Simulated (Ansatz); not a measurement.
YSi:
```xyz
4
Lattice="2.1429 -5.2804 0.0000 2.1429 5.2804 0.0000 0.0000 0.0000 3.8412" Properties=species:S:1:pos:R:3 pbc="T T T"
Y      2.1429     3.7966     2.8809
Y      2.1429    -3.7966     0.9603
Si     2.1429     0.8008     2.8809
Si     2.1429    -0.8008     0.9603
```

Relaxed with r²SCAN. Special points in fractions of this cell's reciprocal vectors: Γ (0.000, 0.000, 0.000); Y (-0.500, 0.500, 0.000); C0 (-0.291, 0.709, 0.000); Σ0 (0.291, 0.291, 0.000); Z (0.000, 0.000, 0.500); A0 (0.291, 0.291, 0.500); E0 (-0.291, 0.709, 0.500); T (-0.500, 0.500, 0.500); S (0.000, 0.500, 0.000); R (0.000, 0.500, 0.500).

**Question.** List the band energies nearest the Fermi level at these points for r²SCAN (plane waves, PAW; program Ansatz).

**Answer.** In eV from the Fermi level; about four levels below and three above (degenerate sets whole), none deeper than 8.9 eV; points with the same levels are listed once.

```
k                     below                above
--  -----------------------  -------------------
Γ   -3.02 -2.58 -1.84 -1.29       0.28 0.77 1.96
Y   -2.14 -2.04 -1.09 -0.67       1.55 1.93 1.99
C0  -4.71 -2.53 -2.27 -2.00       0.70 0.73 1.34
Z   -2.25 -2.25 -1.04 -1.04  3.22 3.22 3.79 3.79
A0  -2.31 -2.31 -0.21 -0.21  2.46 2.46 4.09 4.09
T     -1.82 -1.82 0.00 0.00  1.74 1.74 2.15 2.15
S   -4.45 -3.02 -2.52 -1.87       0.48 0.93 1.40
R   -2.45 -2.45 -0.43 -0.43  3.36 3.36 3.85 3.85
```

Space group Cmcm. The workflow started from a Materials Project entry (that database holds measured and hypothetical structures alike); the Crystallography Open Database copy checked does not list it. Whether it is the stable phase at ambient conditions was not checked. Symmetry was held in the r²SCAN relaxation; its stability against distortions is not shown here. No spin polarisation was allowed. Spin–orbit coupling is left out wherever it is not named.

Potentials: the earlier of the program's two PAW sets.
